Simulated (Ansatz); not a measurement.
**How much do the gradients of Bi₂Te₂PbS₂ depend on the method?**

Cell: a COD entry (perhaps calculated rather than measured), ions relaxed with PBE at fixed cell.

Space group R-3m:H (No. 166); a = 4.2701, c = 40.4129 Å, γ = 120.00°.

| site | Wyckoff | site symmetry | x | y | z |
| --- | --- | --- | --- | --- | --- |
| Bi | 6c | 3m | 0.0000 | 0.0000 | 0.5815 |
| Te | 6c | 3m | 0.0000 | 0.0000 | 0.8706 |
| Pb | 3a | -3m | 0.0000 | 0.0000 | 0.0000 |
| S | 6c | 3m | 0.0000 | 0.0000 | 0.2914 |

One atom of each set is listed; the run and its k-mesh use a cell of 7 atoms with edges of 13.69, 13.69, 13.69 Å.

First run. Computed with Ansatz: DFT, PBE, plane waves and PAW, scalar-relativistic, 420 eV cutoff, Γ-centred 8×8×8 k-points, Fermi–Dirac smearing 0.02 eV.

```json
{"site": "Bi", "V_zz (10²¹ V/m²)": "-0.95", "η": "0.00"}
{"site": "Te", "V_zz (10²¹ V/m²)": "0.78", "η": "0.00"}
{"site": "Pb", "V_zz (10²¹ V/m²)": "0.92", "η": "0.00"}
{"site": "S", "V_zz (10²¹ V/m²)": "0.004", "η": "0.00"}
```

Second run. The same atoms and settings, except that spin–orbit coupling is included (fully relativistic PAW files).

(1) Given the first result, estimate the second.

## Answers

(1) 

| site | V_zz | η | change of V_zz |
| --- | --- | --- | --- |
| Bi | -1.32 | 0.00 | -0.37 |
| Te | 2.74 | 0.00 | +1.96 |
| Pb | 0.59 | 0.00 | -0.33 |
| S | 0.24 | 0.00 | +0.23 |

The largest change of V_zz is on Te, from 0.78 to 2.74.

With a gap of 0.3 eV on this mesh, small gradients can still move by 0.1 × 10²¹ V/m² or more as the k-mesh gets denser.
